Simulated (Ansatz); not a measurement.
Harmonic vibrational thermodynamics of TiB$_{2}$ in space group P6/mmm (No. 191; Ti on 1a, B on 2d) at fixed volume, the program Ansatz at the PBE level (PAW). The rows extrapolate the 0 K crystal and know nothing of melting or changes of phase.

```
T (K)  F_vib (meV/atom)  S (J/K per mol of atoms)  C_V (J/K per mol of atoms)
-----  ----------------  ------------------------  --------------------------
50                101.6                       0.1                         0.2
100                 [?]                       0.8                         [?]
200                98.8                       4.7                         9.4
300                91.4                       9.5                        14.7
400                79.0                      14.3                        18.0
600                40.8                       [?]                         [?]
800               -12.3                       [?]                         [?]
1000              -77.3                      33.9                        23.5
```

Problem. Fill in the missing entries.

Solution. 
- 800, S (J/K per mol of atoms): 28.7
- 800, C_V (J/K per mol of atoms): 22.8
- 100, C_V (J/K per mol of atoms): 2.5
- 100, F_vib (meV/atom): 101.4
- 600, C_V (J/K per mol of atoms): 21.4
- 600, S (J/K per mol of atoms): 22.3

The PBE relaxation kept the symmetry of its start; phonons on a q-mesh show no instability. No spin polarisation was allowed.

Potentials: the later of the program's two PAW sets.
